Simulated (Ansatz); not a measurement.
Cu4O:
```
Cu4O
1.0
    3.88556     0.00000     0.00000
    0.00000     3.88556     0.00000
    0.00000     0.00000     3.88556
Cu O
4 1
Direct
  0.00000   0.00000   0.00000
  0.00000   0.50000   0.50000
  0.50000   0.00000   0.50000
  0.50000   0.50000   0.00000
  0.50000   0.50000   0.50000
```

Relaxed with PBEsol. Special points in fractions of this cell's reciprocal vectors: Γ (0.000, 0.000, 0.000); X (0.000, 0.500, 0.000); M (0.500, 0.500, 0.000); R (0.500, 0.500, 0.500).

Problem. List the band energies nearest the Fermi level at these points for plane-wave PAW PBEsol (Ansatz code).

Solution. In eV from the Fermi level; about four levels below and three above (degenerate sets whole), none deeper than 8.9 eV; points with the same levels are listed once.

```tsv
k	below	above
Γ	-1.78 -1.78 -1.78 -1.33	3.04 3.04 3.04
X	-2.14 -2.11 -1.78 -1.03	0.37 4.57 4.57
M	-1.99 -1.75 -1.75 -0.99	1.75 1.75 1.90
R	-1.39 -1.39 -1.39 -0.74 -0.74 -0.74	2.15 5.39 5.39 5.39
```

Space group Pm-3m. The start of the workflow was typed in or built on a structure type; neither database checked (COD, Materials Project) lists it. Whether it is the stable phase at ambient conditions was not checked. Symmetry was held in the PBEsol relaxation. At this level the phase is dynamically unstable (imaginary phonons). The workflow began spin-polarised and lost its moments. The volume moved by 16 % from the start of the relaxation. No Hubbard U is applied. The compound may be a true metal, but semilocal functionals without U, or a wrong spin order, can also close a gap.

Potentials: the earlier of the program's two PAW sets. The files were generated under PBE; for other functionals the program regenerates the frozen cores, and for LDA and PBEsol the local potential too.
